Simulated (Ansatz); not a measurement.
ZnGa2S4:
Space group P-42m (No. 111); a = 5.158 Å, b = 5.158 Å, c = 5.321 Å, α = 90.00°, β = 90.00°, γ = 90.00°

```json
[
 {"atom": "Zn", "site": "1a", "symmetry": "-42m", "x": "0.0000", "y": "0.0000", "z": "0.0000"},
 {"atom": "Ga", "site": "2f", "symmetry": "222.", "x": "0.0000", "y": "0.5000", "z": "0.5000"},
 {"atom": "S", "site": "4n", "symmetry": "..m", "x": "0.2654", "y": "0.2654", "z": "0.2400"}
]
```

Relaxed with PBEsol. 

HSE06 on this cell (Ansatz, an electronic-structure program, PAW) gives a gap of 3.25 eV. What does PBEsol give?

2.02 eV.

Cost on shared cores: the PBEsol run (SCF on a 6×6×5 mesh, then bands and DOS) around 2.4 core-minutes (rough), the HSE06 run (SCF on 3×3×3, then a few points) about 6 core-minutes (a rough figure); the tasks are unlike.

The first step of the workflow began from a Materials Project structure, measured or hypothetical; the Crystallography Open Database copy checked does not list it. With Zn and Ga taken as one species the cell has the higher symmetry P-43m, so it may be an ordered model of a mixed-site phase. Whether it is the stable phase at ambient conditions was not checked. The cell was relaxed with PBEsol under the symmetry of its start; its stability against distortions is not shown here. Spin–orbit coupling is left out wherever it is not named.

Potentials: the later of the program's two PAW sets.

Ansatz is a plane-wave DFT program.
